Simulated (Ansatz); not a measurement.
GaAs (zinc blende)

```
GaAs
1.0
    0.00000     5.74607     5.74607
    2.87304     0.00000     2.87304
    2.87304     2.87304     0.00000
As Ga
2 2
Direct
  0.37500   0.75000   0.75000
  0.87500   0.75000   0.75000
  0.00000   0.00000   0.00000
  0.50000   0.00000   0.00000
```

The atoms are displaced by Q × the pattern below (from a DFPT mode at L = (0.5, 0.0, 0.0), largest move 1; Q in Å), at fixed cell. (q is in reciprocal vectors of the primitive cell; the cell shown is doubled to hold the pattern.)

```json
[
 {"atom": "As1", "x": "-0.577", "y": "0.577", "z": "0.577"},
 {"atom": "As2", "x": "0.577", "y": "-0.577", "z": "-0.577"},
 {"atom": "Ga3", "x": "-0.545", "y": "0.545", "z": "0.545"},
 {"atom": "Ga4", "x": "0.545", "y": "-0.545", "z": "-0.545"}
]
```

Computed with PBE (plane waves to 420 eV, PAW, scalar-relativistic; Ansatz, an electronic-structure program). k mesh 5×10×10 (Γ-centred), Fermi-Dirac smearing 0.05 eV. The energy includes the smearing's −TS. As the smearing reaches across the gap at some points, energies and forces of such displacements shift with the k mesh and the smearing. GaAs was relaxed with its symmetry unable to fall. The PAW data are Ansatz's earlier set. ΔE is measured from the undisplaced structure. The last digit holds for this mesh only.

| Q (Å) | ΔE (meV/cell) |
|---|---|
| -0.180 | 592.0 |
| -0.150 | 420.6 |
| -0.120 | withheld |
| -0.090 | 156.1 |
| -0.060 | 70.0 |
| -0.030 | 17.6 |
| 0.000 | 0.0 |
| 0.030 | 17.6 |
| 0.060 | 70.0 |
| 0.090 | 156.1 |
| 0.120 | withheld |
| 0.150 | 420.6 |
| 0.180 | 592.0 |

Fit an even polynomial form (powers 2, 4) to the given rows and predict ΔE at Q = 0.120.

Least squares on the 11 given rows: ΔE = (19620)·Q² + (-41670)·Q⁴, in meV/cell with Q in Å; root-mean-square residual 0.12 meV/cell. At 0.120 the fit gives 273.9 meV/cell; the calculation gives 274.3 meV/cell, so the interpolation is off by -0.4 (-0.1 %). The quadratic term alone would give 282.5 meV/cell.

(A displaced cell: forces are minus the slopes of the energy, force constants its curvatures, and phonons follow from these.)
